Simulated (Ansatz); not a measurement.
Si:
```
Si
1.0
    1.91550    -5.35913     0.00000
    1.91550     5.35913     0.00000
    0.00000     0.00000    12.68420
Si
12
Cartesian
  1.91550  -2.75796   5.64539
  1.91550   2.75796   7.03882
  1.91550   2.75796  11.98749
  1.91550  -2.75796   0.69671
  1.91550   0.76435   8.33696
  1.91550  -0.76435   4.34724
  1.91550  -0.76435   1.99486
  1.91550   0.76435  10.68935
  1.91550  -5.05161   5.19301
  1.91550   5.05161   7.49119
  1.91550   5.05161  11.53511
  1.91550  -5.05161   1.14909
```

Relaxed with r²SCAN. Special points in fractions of this cell's reciprocal vectors: Γ (0.000, 0.000, 0.000); Y (-0.500, 0.500, 0.000); C0 (-0.282, 0.718, 0.000); Σ0 (0.282, 0.282, 0.000); Z (0.000, 0.000, 0.500); A0 (0.282, 0.282, 0.500); E0 (-0.282, 0.718, 0.500); T (-0.500, 0.500, 0.500); S (0.000, 0.500, 0.000); R (0.000, 0.500, 0.500).

Q: List the band energies nearest the valence-band maximum at these points for the program Ansatz at the r²SCAN level (PAW).

A: In eV from the valence-band maximum; about four levels below and three above (degenerate sets whole), none deeper than 8.9 eV; points with the same levels are listed once.

```tsv
k	below	above
Γ	-1.36 -1.03 -0.57 -0.48	0.82 1.50 1.54
Y	-1.12 -0.81 -0.43 0.00	0.78 0.93 1.81
C0	-2.18 -1.80 -1.61 -1.28	1.04 1.24 1.81
Z	-1.11 -1.11 -0.94 -0.94	1.26 1.26 1.70 1.70
A0	-2.10 -2.10 -1.46 -1.46	1.03 1.03 2.15 2.15
T	-1.15 -1.15 -0.13 -0.13	0.72 0.72 1.96 1.96
S	-2.28 -2.13 -2.09 -1.29	1.42 1.57 1.70
R	-2.09 -2.09 -1.71 -1.71	1.63 1.63 2.13 2.13
```

Space group Cmcm. The workflow started from a Materials Project entry (that database holds measured and hypothetical structures alike); the Crystallography Open Database copy checked does not list it. It is not the phase usual at ambient conditions (space group No. 227). The cell was relaxed with r²SCAN under the symmetry of its start; its stability against distortions is not shown here.

Potentials: the later of the program's two PAW sets.
